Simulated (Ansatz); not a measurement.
## TePb2Se: do energies and stresses tell the same story?

The calculation used DFT r2SCAN, scalar-relativistic, plane waves, PAW (Ansatz 0.2.0).

Plane waves to 500 eV, a k mesh through Γ of 9×9×9 on the computed 4-atom cell and Gaussian smearing (0.02 eV); no spin polarisation.

Relaxed cell: R-3m, a = 4.494 Å, b = 4.494 Å, c = 21.997 Å, α = 90.00°, β = 90.00°, γ = 120.00°, 4 atoms in the primitive cell. Whether it is the stable form of this composition wasn't checked.

Energies at zero smearing and pressures from the stress tensor, at volumes with shape and atoms relaxed:
| V (Å³/atom) | E − E(first) (meV/atom) | P (GPa) |
| --- | --- | --- |
| 30.143 | 0.00 | 3.29 |
| 31.105 | -14.26 | 1.51 |
| 32.067 | -18.67 | 0.00 |
| 33.029 | -14.70 | -1.29 |
| 33.991 | -3.61 | -2.38 |

Task: Check P = −dE/dV between neighbouring volumes, and get the bulk modulus from the pressures alone.

Result: With 1 eV/Å³ = 160.2 GPa:
```
middle V (Å³/atom)  −ΔE/ΔV (GPa) mean P (GPa)
            30.624         2.375         2.400
            31.586         0.734         0.754
            32.548        -0.662        -0.644
            33.510        -1.846        -1.833
```

The two differ by 0.02 GPa at most. The mean of two end pressures misses the average over a step by about ΔV² P″/12, up to 0.02 GPa here; with that taken off 0.00 GPa remains. Around V = 32.067 Å³/atom, the two neighbours give B = −V ΔP/ΔV = 32.067 × 2.80 / 1.924 = 46.6 GPa, against B0 = 46.4 GPa from the Birch–Murnaghan fit of the energies.

Spin–orbit coupling is left out, which can shift energies with elements as heavy as these.

Cost: 6 runs of about 18 core-minutes in all, on Arm Neoverse V1 (shared hosts).